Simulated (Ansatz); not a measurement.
Run on LaHg: DFT, LDA, all-electron LAPW, scalar-relativistic (Ansatz 0.2.0).

The base volume is that of a database entry, so it needn't be at zero pressure; the structure needn't be the stable phase, at rest or compressed.

Command: `ansatz run input.yaml --threads 1 --pin off --max-ram 2048MiB --backend cpu --events-out ev --progress --plain --runs-dir out` It took 16 s on 1 thread of Intel(R) Xeon(R) Platinum 8375C CPU @ 2.90GHz (Ice Lake) (shared host), peak memory 0.37 GiB.

```yaml
crystal:
  lattice:
    - [3.864, 0.0, 0.0]
    - [0.0, 3.864, 0.0]
    - [0.0, 0.0, 3.864]
  atoms:
    - { symbol: La, position: [0.5, 0.5, 0.5] }
    - { symbol: Hg, position: [0.0, 0.0, 0.0] }
kpoints:
  mp_grid: { grid: [9, 9, 9] }
  band_path:
    path:
      - [0.0, 0.0, 0.0]
      - [0.0, 0.5, 0.0]
      - [0.5, 0.5, 0.0]
      - [0.0, 0.0, 0.0]
      - [0.5, 0.5, 0.5]
      - [0.0, 0.5, 0.0]
      - [0.5, 0.5, 0.5]
      - [0.5, 0.5, 0.0]
    npoints: 14
scf:
  occupations: { method: fermi_dirac, width: 0.05 }
hamiltonian:
  xc: lda
  pseudopotentials: { kind: all_electron, lapw: { basis_error: 0.001 } }
output:
  forces: true
  stress: true
  eigenvalues: true
  populations: true
```

Output:

```
La: projections on atomic orbitals take those of the free atom 1s2 2s2 2p6 3s2 3p6 3d10 4s2 4p6 4d10 4f0 5s2 5p6 5d1 6s2, of charge +0.00 (hamiltonian.pseudopotentials.projection_atoms)
Hg: projections on atomic orbitals take those of the free atom 1s2 2s2 2p6 3s2 3p6 3d10 4s2 4p6 4d10 4f14 5s2 5p6 5d10 6s2, of charge +0.00 (hamiltonian.pseudopotentials.projection_atoms)
LAPW: plane waves up to 6.471 Å⁻¹, error target 1.0e-3 eV per atom; small_component_spin mean_spin; La in spheres of 1.606 Å, 29 of its electrons in bands, Dirac shells []; Hg in spheres of 1.740 Å, 34 of its electrons in bands, Dirac shells [] (how accurate: hamiltonian.pseudopotentials.lapw.basis_error, Limitations)
Engine: ansatz 0.2.0
Pseudopotentials: kind: all_electron
Pseudopotential: La, LAPW, valence charge 29, lapw/all_electron/scalar/gaussian/La, Koelling and Harmon's equation, gaussian nucleus
Pseudopotential: Hg, LAPW, valence charge 34, lapw/all_electron/scalar/gaussian/Hg, Koelling and Harmon's equation, gaussian nucleus
Functional definition: SPW92
  exchange = slater_x
  correlation = pw_c
Crystal: 2 atoms, lattice volume = 57.691 Å³
Basis set: ecut = 159.54234660971284 eV, 251 PW (Γ), exchange–correlation at level 2
Bands: 38, of which v1, the nominal top of the filled ones, is band 32 counted from 1 (31 counted from 0)
Symmetry: 48 space group operations
Space group: Pm-3m (ITA 221), of the structure as read, at distance tolerance 3.9e-5 Å
k-points: 35 of 729
Non-local potential: La, projectors of the file, none
Non-local potential: Hg, projectors of the file, none
Initial density: superposition of atomic densities (chi_scale 0.1, normalization cell, long waves kept (reshape's long-wave potential 0.00 eV rms))
Initial wavefunctions: plane waves of lowest kinetic energy (no species holds an atomic orbital)
Functional: x = slater, c = lda
iter 1 solved again at ethr=3.18e-4 eV; its pass at ethr=1.00e-1 eV (dr2=2.00e-1 eV) is discarded
SCF iter   1: F=—  HF=-764475.031343 eV  |F-HF|=—  |Δ(HF+E_count)|=         —  Δρ=1.25e-2  dr2=2.00e-1  ethr=3.18e-4  ⟨swp⟩=2.2  Hψ=8267  notcnv=0
preconditioner: auto → Kerker (q_TF=auto, 2.769 Å⁻¹)  [metal: Δε(μ)=0.020 eV  Ē_g=9.156 eV  σ=0.050 eV  W_gap=0.10  n_scr=18 (ndim 8)  ℏωp=22.4 eV  f_vac=0.000  D(μ)=3.51/eV (n_scr^D=32)]
SCF iter   2: F=—  HF=-764474.655187 eV  |F-HF|=—  |Δ(HF+E_count)|=   3.76e-1  Δρ=5.38e-3  dr2=3.60e-2  ethr=3.18e-4  ⟨swp⟩=3.0  Hψ=4670  notcnv=0
SCF iter   3: F=—  HF=-764474.547793 eV  |F-HF|=—  |Δ(HF+E_count)|=   1.07e-1  Δρ=2.93e-3  dr2=5.22e-3  ethr=5.71e-5  ⟨swp⟩=2.9  Hψ=4455  notcnv=0
SCF iter   4: F=—  HF=-764474.546182 eV  |F-HF|=—  |Δ(HF+E_count)|=   1.61e-3  Δρ=1.89e-3  dr2=2.49e-3  ethr=8.28e-6  ⟨swp⟩=2.0  Hψ=4205  notcnv=0
SCF iter   5: F=—  HF=-764474.546231 eV  |F-HF|=—  |Δ(HF+E_count)|=   4.92e-5  Δρ=9.58e-4  dr2=7.71e-4  ethr=3.95e-6  ⟨swp⟩=2.0  Hψ=4205  notcnv=0
iter 6 solved again at ethr=6.76e-8 eV; its pass at ethr=1.22e-6 eV (dr2=4.26e-5 eV) is discarded
SCF iter   6: F=—  HF=-764474.546165 eV  |F-HF|=—  |Δ(HF+E_count)|=   6.60e-5  Δρ=2.54e-4  dr2=4.26e-5  ethr=6.76e-8  ⟨swp⟩=2.0  Hψ=6940  notcnv=0
SCF iter   7: F=—  HF=-764474.546144 eV  |F-HF|=—  |Δ(HF+E_count)|=   2.08e-5  Δρ=8.43e-5  dr2=6.14e-6  ethr=6.76e-8  ⟨swp⟩=2.0  Hψ=4205  notcnv=0
SCF iter   8: F=—  HF=-764474.546135 eV  |F-HF|=—  |Δ(HF+E_count)|=   8.89e-6  Δρ=3.17e-5  dr2=8.94e-7  ethr=9.75e-9  ⟨swp⟩=2.1  Hψ=4212  notcnv=0
SCF iter   9: F=—  HF=-764474.546135 eV  |F-HF|=—  |Δ(HF+E_count)|=   3.74e-8  Δρ=1.00e-5  dr2=1.01e-7  ethr=1.42e-9  ⟨swp⟩=2.0  Hψ=4205  notcnv=0
SCF iter  10: F=-764474.546135 eV  HF=-764474.546135 eV  |F-HF|=1.42e-8  |Δ(HF+E_count)|=   1.03e-7  Δρ=3.97e-6  dr2=1.73e-8  ethr=1.61e-10  ⟨swp⟩=2.6  Hψ=4237  notcnv=0
SCF 1 converged in 10 iterations: F = -764474.546135 eV  dr2 = 1.73e-8
NSCF: frozen V_eff on 99 k-points
SCF converged after 10 iterations
Free energy (F): -764474.546135 eV
Harris-Foulkes:  -764474.546135 eV  (|F-HF|=1.42e-8)
Internal energy: -764474.520219 eV  (E = F + TS)
E sigma→0 (E₀):  -764474.533177 eV
Entropy (-TS):   -0.025917 eV (-12.958 meV/atom)
Fermi energy:    16.518247 eV
--- Per-component energies (eV) ---
  E_band       = -3782.058701
  E_kinetic    = 856806.711585
  E_xc         = -15216.951985
  E_electrostatic = -1606064.279819  (all electrons and nuclei)
  E_smearing   = -0.025917  (= −TS)
  E_closure    = 0.000000  (closes the sum)
  E_atoms      = -764466.927157  (free atoms, spherical and without spin; not in F)
  Σ components = -764474.546135   (vs F -764474.546135, Δ=0.00e0)
  Basis errors (estimates in eV, not in F): energy 2.8e-4 per atom: plane waves 2.5e-4 (1.3e-4 summed), levels above the bands 5.6e-17, relativity 9.1e-9, radial functions 2.9e-5, core shells 8.5e-9; eigenvalues (radial functions only) 1.3e-6; not estimated: angular momenta, meshes, grids; target (lapw.basis_error) 1.0e-3; muffin-tin radii La 1.606 Å, Hg 1.740 Å
--- Forces (eV/Å), atoms counted from 1 ---
  atom   1  La     0.00000000     0.00000000    -0.00000000
  atom   2  Hg    -0.00000000     0.00000000     0.00000000
  max |Σ_I F_I| component: 4.44e-31 eV/Å
--- Stress (GPa, compression-positive) ---
       -2.898709       0.000000       0.000000
        0.000000      -2.898709       0.000000
        0.000000       0.000000      -2.898709
  P = ⅓ Tr σ = -2.8987 GPa (-28.987 kbar)
--- Band table (eV; the first three rows and the last of 35) ---
  k-point 0: bands = ["-242.5295", "-176.3961", "-176.3961", "-176.3961", "-98.9519", "-80.7662", "-80.7662", "-80.7581", "-80.7581", "-80.7581", "-77.0303", "-77.0224", "-77.0224", "-77.0224", "-77.0161", "-77.0161", "-77.0161", "-47.2329", "-47.2329", "-47.2329", "-16.5922", "0.0253", "0.0253", "0.0253", "8.9771", "8.9771", "9.3951", "9.3951", "9.3951", "9.4754", "16.4781", "16.4781", "17.8770", "17.8770", "17.8770", "17.9793", "17.9793", "17.9793"]
  k-point 1: bands = ["-242.5295", "-176.3961", "-176.3961", "-176.3961", "-98.9519", "-80.7662", "-80.7661", "-80.7581", "-80.7581", "-80.7581", "-77.0303", "-77.0224", "-77.0224", "-77.0224", "-77.0161", "-77.0161", "-77.0161", "-47.2331", "-47.2329", "-47.2329", "-16.5864", "-0.0617", "0.0302", "0.0302", "8.9903", "9.0345", "9.3935", "9.3935", "9.3994", "9.6656", "16.4633", "16.5229", "17.7710", "17.8636", "17.8636", "17.9716", "17.9929", "17.9929"]
  k-point 2: bands = ["-242.5295", "-176.3961", "-176.3961", "-176.3961", "-98.9519", "-80.7662", "-80.7661", "-80.7581", "-80.7581", "-80.7581", "-77.0303", "-77.0224", "-77.0224", "-77.0224", "-77.0161", "-77.0161", "-77.0161", "-47.2334", "-47.2329", "-47.2329", "-16.5718", "-0.2725", "0.0426", "0.0426", "9.0243", "9.1770", "9.3901", "9.3901", "9.4103", "10.1990", "16.2098", "16.4246", "17.6572", "17.7984", "17.7984", "17.9520", "18.0298", "18.0298"]
  k-point 34: bands = ["-242.5295", "-176.3961", "-176.3961", "-176.3961", "-98.9518", "-80.7661", "-80.7661", "-80.7581", "-80.7581", "-80.7581", "-77.0303", "-77.0224", "-77.0224", "-77.0224", "-77.0161", "-77.0161", "-77.0161", "-47.2339", "-47.2339", "-47.2339", "-16.4564", "-0.4392", "-0.4392", "-0.4383", "9.3082", "9.3454", "9.3454", "9.7119", "9.7119", "13.0482", "14.5211", "14.5211", "15.2295", "17.9954", "17.9954", "18.0020", "18.2269", "18.2374"]
--- Löwdin populations: 2 sites ---
  site symbol       q [e]
     0     La     57.5737
     1     Hg     79.1209
  spilling = 0.002229 (of n_electrons = 137.000000)
```

populations.tsv:

```
# site	symbol	l	j	q
# orbitals = lowdin
# n_electrons = 137.000000
# spilling = 0.002229
# projection_atom_La: 1s2 2s2 2p6 3s2 3p6 3d10 4s2 4p6 4d10 4f0 5s2 5p6 5d1 6s2
# projection_atom_Hg: 1s2 2s2 2p6 3s2 3p6 3d10 4s2 4p6 4d10 4f14 5s2 5p6 5d10 6s2
0	La	0_1S	-	1.999999
0	La	0_2S	-	1.999983
0	La	0_3S	-	1.999784
0	La	0_4S	-	1.997565
0	La	0_5S	-	1.963542
0	La	0_6S	-	0.860647
0	La	1_2P	-	5.999999
0	La	1_3P	-	5.999987
0	La	1_4P	-	5.999757
0	La	1_5P	-	5.961296
0	La	2_3D	-	9.999992
0	La	2_4D	-	9.999876
0	La	2_5D	-	2.601166
0	La	3_4F	-	0.190141
1	Hg	0_1S	-	1.999999
1	Hg	0_2S	-	1.999985
1	Hg	0_3S	-	1.999830
1	Hg	0_4S	-	1.998348
1	Hg	0_5S	-	1.979771
1	Hg	0_6S	-	1.294273
1	Hg	1_2P	-	6.000000
1	Hg	1_3P	-	5.999996
1	Hg	1_4P	-	5.999940
1	Hg	1_5P	-	5.995091
1	Hg	2_3D	-	9.999998
1	Hg	2_4D	-	9.999980
1	Hg	2_5D	-	9.853682
1	Hg	3_4F	-	13.999981
```

Next run (volume at 0.8 of the series' base cell), as changes to the input before:

```diff
   lattice:
-    - [3.864, 0.0, 0.0]
-    - [0.0, 3.864, 0.0]
-    - [0.0, 0.0, 3.864]
+    - [3.5870198506, 0.0, 0.0]
+    - [0.0, 3.5870198506, 0.0]
+    - [0.0, 0.0, 3.5870198506]
   atoms:
-    npoints: 14
+    npoints: 6
 scf:
```

Command: `ansatz run input.yaml --threads 1 --pin off --max-ram 2048MiB --backend cpu --events-out ev --progress --plain --runs-dir out` It took 14 s on 1 thread of Intel(R) Xeon(R) Platinum 8375C CPU @ 2.90GHz (Ice Lake) (shared host), peak memory 0.37 GiB.

Results part of the output:

```
SCF 1 converged in 10 iterations: F = -764474.203518 eV  dr2 = 1.58e-8
NSCF: frozen V_eff on 43 k-points
SCF converged after 10 iterations
Free energy (F): -764474.203518 eV
Harris-Foulkes:  -764474.203518 eV  (|F-HF|=5.48e-8)
Internal energy: -764474.177100 eV  (E = F + TS)
E sigma→0 (E₀):  -764474.190309 eV
Entropy (-TS):   -0.026418 eV (-13.209 meV/atom)
Fermi energy:    21.327313 eV
--- Per-component energies (eV) ---
  E_band       = -3481.215050
  E_kinetic    = 856823.962615
  E_xc         = -15221.761973
  E_electrostatic = -1606076.377742  (all electrons and nuclei)
  E_smearing   = -0.026418  (= −TS)
  E_closure    = 0.000000  (closes the sum)
  E_atoms      = -764466.927157  (free atoms, spherical and without spin; not in F)
  Σ components = -764474.203518   (vs F -764474.203518, Δ=0.00e0)
  Basis errors (estimates in eV, not in F): energy 3.0e-4 per atom: plane waves 2.7e-4 (1.4e-4 summed), levels above the bands 1.4e-21, relativity 8.3e-9, radial functions 3.5e-5, core shells 8.1e-8; eigenvalues (radial functions only) 2.1e-6; not estimated: angular momenta, meshes, grids; target (lapw.basis_error) 1.0e-3; muffin-tin radii La 1.484 Å, Hg 1.622 Å
--- Forces (eV/Å), atoms counted from 1 ---
  atom   1  La     0.00000000     0.00000000     0.00000000
  atom   2  Hg    -0.00000000    -0.00000000    -0.00000000
  max |Σ_I F_I| component: 5.00e-30 eV/Å
--- Stress (GPa, compression-positive) ---
       15.853963       0.000000       0.000000
        0.000000      15.853963       0.000000
        0.000000       0.000000      15.853963
  P = ⅓ Tr σ = 15.8540 GPa (158.540 kbar)
--- Band table (eV; the first three rows and the last of 35) ---
  k-point 0: bands = ["-236.9213", "-170.7937", "-170.7937", "-170.7937", "-94.6831", "-75.1739", "-75.1739", "-75.1688", "-75.1688", "-75.1688", "-72.7384", "-72.7296", "-72.7296", "-72.7296", "-72.7227", "-72.7227", "-72.7227", "-42.9742", "-42.9742", "-42.9742", "-11.3592", "5.3900", "5.3900", "5.3900", "12.8331", "12.8331", "13.4893", "13.5945", "13.5945", "13.5945", "21.2877", "21.2877", "23.2284", "23.2284", "23.2284", "23.3234", "23.3234", "23.3234"]
  k-point 1: bands = ["-236.9213", "-170.7937", "-170.7937", "-170.7937", "-94.6831", "-75.1739", "-75.1738", "-75.1688", "-75.1688", "-75.1688", "-72.7384", "-72.7296", "-72.7296", "-72.7296", "-72.7227", "-72.7227", "-72.7227", "-42.9746", "-42.9741", "-42.9741", "-11.3443", "5.1942", "5.3964", "5.3964", "12.8566", "12.9414", "13.6011", "13.6030", "13.6030", "13.7682", "21.2322", "21.4053", "23.0710", "23.1851", "23.1851", "23.3187", "23.3504", "23.3504"]
  k-point 2: bands = ["-236.9213", "-170.7937", "-170.7937", "-170.7937", "-94.6831", "-75.1739", "-75.1738", "-75.1688", "-75.1688", "-75.1688", "-72.7384", "-72.7296", "-72.7296", "-72.7296", "-72.7227", "-72.7227", "-72.7227", "-42.9759", "-42.9740", "-42.9740", "-11.3061", "4.7419", "5.4125", "5.4125", "12.9176", "13.2134", "13.6181", "13.6275", "13.6275", "14.4998", "21.0897", "21.2648", "22.8444", "22.9892", "22.9892", "23.3071", "23.4268", "23.4268"]
  k-point 34: bands = ["-236.9213", "-170.7937", "-170.7937", "-170.7937", "-94.6830", "-75.1736", "-75.1736", "-75.1689", "-75.1689", "-75.1689", "-72.7384", "-72.7296", "-72.7296", "-72.7296", "-72.7227", "-72.7227", "-72.7227", "-42.9775", "-42.9775", "-42.9775", "-11.0153", "4.4441", "4.4441", "4.4516", "13.6395", "13.7276", "13.7276", "14.0788", "14.0788", "17.4082", "18.5975", "18.5975", "19.7877", "23.4205", "23.4205", "23.4359", "23.7558", "23.7719"]
--- Löwdin populations: 2 sites ---
  site symbol       q [e]
     0     La     57.8473
     1     Hg     78.9205
  spilling = 0.001694 (of n_electrons = 137.000000)
```

Next run (volume at 0.75 of the series' base cell), as changes to the input before:

```diff
   lattice:
-    - [3.5870198506, 0.0, 0.0]
-    - [0.0, 3.5870198506, 0.0]
-    - [0.0, 0.0, 3.5870198506]
+    - [3.5106769854, 0.0, 0.0]
+    - [0.0, 3.5106769854, 0.0]
+    - [0.0, 0.0, 3.5106769854]
   atoms:
```

Results part of the output:

```
SCF 1 converged in 10 iterations: F = -764473.840460 eV  dr2 = 8.17e-9
NSCF: frozen V_eff on 43 k-points
SCF converged after 10 iterations
Free energy (F): -764473.840460 eV
Harris-Foulkes:  -764473.840460 eV  (|F-HF|=1.68e-8)
Internal energy: -764473.816868 eV  (E = F + TS)
E sigma→0 (E₀):  -764473.828664 eV
Entropy (-TS):   -0.023592 eV (-11.796 meV/atom)
Fermi energy:    22.940357 eV
--- Per-component energies (eV) ---
  E_band       = -3382.451877
  E_kinetic    = 856830.318238
  E_xc         = -15223.460178
  E_electrostatic = -1606080.674929  (all electrons and nuclei)
  E_smearing   = -0.023592  (= −TS)
  E_closure    = 0.000000  (closes the sum)
  E_atoms      = -764466.927157  (free atoms, spherical and without spin; not in F)
  Σ components = -764473.840460   (vs F -764473.840460, Δ=0.00e0)
  Basis errors (estimates in eV, not in F): energy 3.1e-4 per atom: plane waves 2.8e-4 (1.4e-4 summed), levels above the bands 3.3e-23, relativity 1.2e-8, radial functions 3.5e-5, core shells 1.6e-7; eigenvalues (radial functions only) 1.7e-6; not estimated: angular momenta, meshes, grids; target (lapw.basis_error) 1.0e-3; muffin-tin radii La 1.452 Å, Hg 1.588 Å
--- Forces (eV/Å), atoms counted from 1 ---
  atom   1  La    -0.00000000     0.00000000     0.00000000
  atom   2  Hg    -0.00000000    -0.00000000    -0.00000000
  max |Σ_I F_I| component: 5.92e-30 eV/Å
--- Stress (GPa, compression-positive) ---
       24.949435       0.000000      -0.000000
        0.000000      24.949435       0.000000
       -0.000000       0.000000      24.949435
  P = ⅓ Tr σ = 24.9494 GPa (249.494 kbar)
--- Band table (eV; the first three rows and the last of 35) ---
  k-point 0: bands = ["-235.0831", "-168.9583", "-168.9583", "-168.9583", "-93.2745", "-73.3433", "-73.3433", "-73.3393", "-73.3393", "-73.3393", "-71.3175", "-71.3086", "-71.3086", "-71.3086", "-71.3017", "-71.3017", "-71.3017", "-41.5716", "-41.5716", "-41.5716", "-9.6887", "7.1295", "7.1295", "7.1295", "14.0779", "14.0779", "14.8793", "14.9734", "14.9734", "14.9734", "22.8868", "22.8868", "24.9829", "24.9829", "24.9829", "25.0539", "25.0539", "25.0539"]
  k-point 1: bands = ["-235.0831", "-168.9583", "-168.9583", "-168.9583", "-93.2745", "-73.3433", "-73.3432", "-73.3393", "-73.3393", "-73.3393", "-71.3175", "-71.3086", "-71.3086", "-71.3086", "-71.3017", "-71.3017", "-71.3017", "-41.5723", "-41.5715", "-41.5715", "-9.6693", "6.8837", "7.1352", "7.1352", "14.1053", "14.2080", "14.9809", "14.9879", "14.9879", "15.1946", "22.8135", "23.0319", "24.8099", "24.9282", "24.9282", "25.0526", "25.0878", "25.0878"]
  k-point 2: bands = ["-235.0831", "-168.9583", "-168.9583", "-168.9583", "-93.2745", "-73.3433", "-73.3432", "-73.3394", "-73.3394", "-73.3393", "-71.3175", "-71.3086", "-71.3086", "-71.3086", "-71.3017", "-71.3017", "-71.3017", "-41.5740", "-41.5714", "-41.5714", "-9.6196", "6.3278", "7.1496", "7.1496", "14.1762", "14.5326", "14.9999", "15.0290", "15.0290", "15.9987", "22.6267", "22.9718", "24.5350", "24.6872", "24.6872", "25.0487", "25.1816", "25.1816"]
  k-point 34: bands = ["-235.0831", "-168.9583", "-168.9583", "-168.9583", "-93.2743", "-73.3429", "-73.3429", "-73.3394", "-73.3394", "-73.3394", "-71.3175", "-71.3086", "-71.3086", "-71.3086", "-71.3017", "-71.3017", "-71.3017", "-41.5763", "-41.5763", "-41.5763", "-9.2447", "5.9782", "5.9782", "5.9901", "15.0952", "15.2082", "15.2082", "15.5188", "15.5188", "18.8352", "19.9523", "19.9523", "21.3200", "25.1914", "25.1914", "25.2101", "25.5603", "25.5785"]
--- Löwdin populations: 2 sites ---
  site symbol       q [e]
     0     La     57.9318
     1     Hg     78.8556
  spilling = 0.001552 (of n_electrons = 137.000000)
```

Next run (volume at 0.55 of the series' base cell), as changes to the input before:

```diff
   lattice:
-    - [3.5106769854, 0.0, 0.0]
-    - [0.0, 3.5106769854, 0.0]
-    - [0.0, 0.0, 3.5106769854]
+    - [3.1658573896, 0.0, 0.0]
+    - [0.0, 3.1658573896, 0.0]
+    - [0.0, 0.0, 3.1658573896]
   atoms:
```

Results part of the output:

```
SCF 1 converged in 10 iterations: F = -764469.517384 eV  dr2 = 6.02e-9
NSCF: frozen V_eff on 43 k-points
SCF converged after 10 iterations
Free energy (F): -764469.517384 eV
Harris-Foulkes:  -764469.517384 eV  (|F-HF|=4.07e-9)
Internal energy: -764469.506723 eV  (E = F + TS)
E sigma→0 (E₀):  -764469.512054 eV
Entropy (-TS):   -0.010662 eV (-5.331 meV/atom)
Fermi energy:    32.245058 eV
--- Per-component energies (eV) ---
  E_band       = -5965.551405
  E_kinetic    = 856875.297418
  E_xc         = -15234.289854
  E_electrostatic = -1606110.514286  (all electrons and nuclei)
  E_smearing   = -0.010662  (= −TS)
  E_closure    = 0.000000  (closes the sum)
  E_atoms      = -764466.927157  (free atoms, spherical and without spin; not in F)
  Σ components = -764469.517384   (vs F -764469.517384, Δ=0.00e0)
  Basis errors (estimates in eV, not in F): energy 3.2e-4 per atom: plane waves 2.9e-4 (1.5e-4 summed), levels above the bands 1.6e-34, relativity 7.0e-9, radial functions 3.2e-5, core shells 1.0e-8; eigenvalues (radial functions only) 1.3e-6; not estimated: angular momenta, meshes, grids; target (lapw.basis_error) 1.0e-3; muffin-tin radii La 1.318 Å, Hg 1.423 Å
--- Forces (eV/Å), atoms counted from 1 ---
  atom   1  La    -0.00000000     0.00000000     0.00000000
  atom   2  Hg    -0.00000000     0.00000000     0.00000000
  max |Σ_I F_I| component: 1.49e-29 eV/Å
--- Stress (GPa, compression-positive) ---
      115.330165       0.000000       0.000000
        0.000000     115.330165       0.000000
        0.000000       0.000000     115.330165
  P = ⅓ Tr σ = 115.3302 GPa (1153.302 kbar)
--- Band table (eV; the first three rows and the last of 35) ---
  k-point 0: bands = ["-314.8044", "-314.8044", "-314.8044", "-314.7935", "-314.7935", "-224.6550", "-158.5557", "-158.5557", "-158.5557", "-85.0888", "-63.0171", "-63.0085", "-63.0085", "-63.0085", "-63.0020", "-63.0020", "-63.0020", "-62.9913", "-62.9913", "-62.9913", "-62.9903", "-62.9903", "-33.4445", "-33.4445", "-33.4445", "-0.7308", "16.7916", "16.7916", "16.7916", "21.0859", "21.0859", "22.9278", "22.9278", "22.9278", "23.5521", "32.1257", "32.1257", "34.6456", "34.6456", "34.6456", "34.9677", "34.9677", "34.9677", "35.4635"]
  k-point 1: bands = ["-314.8044", "-314.8044", "-314.8044", "-314.7935", "-314.7935", "-224.6550", "-158.5557", "-158.5557", "-158.5557", "-85.0887", "-63.0172", "-63.0085", "-63.0085", "-63.0085", "-63.0020", "-63.0020", "-63.0020", "-62.9913", "-62.9913", "-62.9912", "-62.9903", "-62.9901", "-33.4477", "-33.4442", "-33.4442", "-0.6699", "16.1192", "16.7670", "16.7670", "21.1372", "21.4129", "22.9392", "23.0156", "23.0156", "24.1283", "31.8962", "32.4253", "34.6950", "34.6950", "34.7075", "34.7414", "34.8988", "34.8988", "35.4984"]
  k-point 2: bands = ["-314.8044", "-314.8044", "-314.8044", "-314.7935", "-314.7935", "-224.6550", "-158.5557", "-158.5557", "-158.5557", "-85.0886", "-63.0173", "-63.0085", "-63.0085", "-63.0085", "-63.0021", "-63.0021", "-63.0020", "-62.9913", "-62.9913", "-62.9911", "-62.9903", "-62.9897", "-33.4559", "-33.4435", "-33.4435", "-0.5100", "14.8154", "16.7044", "16.7044", "21.2723", "22.1103", "22.9684", "23.2574", "23.2574", "25.3574", "31.3603", "33.0307", "34.0958", "34.3650", "34.3650", "34.8225", "35.0040", "35.0040", "35.5968"]
  k-point 34: bands = ["-314.8044", "-314.8044", "-314.8044", "-314.7935", "-314.7935", "-224.6550", "-158.5558", "-158.5558", "-158.5558", "-85.0872", "-63.0172", "-63.0085", "-63.0085", "-63.0085", "-63.0021", "-63.0021", "-63.0021", "-62.9918", "-62.9917", "-62.9917", "-62.9879", "-62.9879", "-33.4657", "-33.4656", "-33.4656", "0.6461", "14.0544", "14.0544", "14.1227", "23.7477", "23.8160", "23.8160", "24.1953", "24.1953", "27.1087", "27.8715", "27.8715", "30.2995", "35.1562", "35.1562", "35.1950", "35.7023", "35.7372", "35.7372"]
--- Löwdin populations: 2 sites ---
  site symbol       q [e]
     0     La     58.3249
     1     Hg     78.5103
  spilling = 0.001203 (of n_electrons = 137.000000)
```

Spin–orbit coupling is left out, which matters for the heavy atoms.
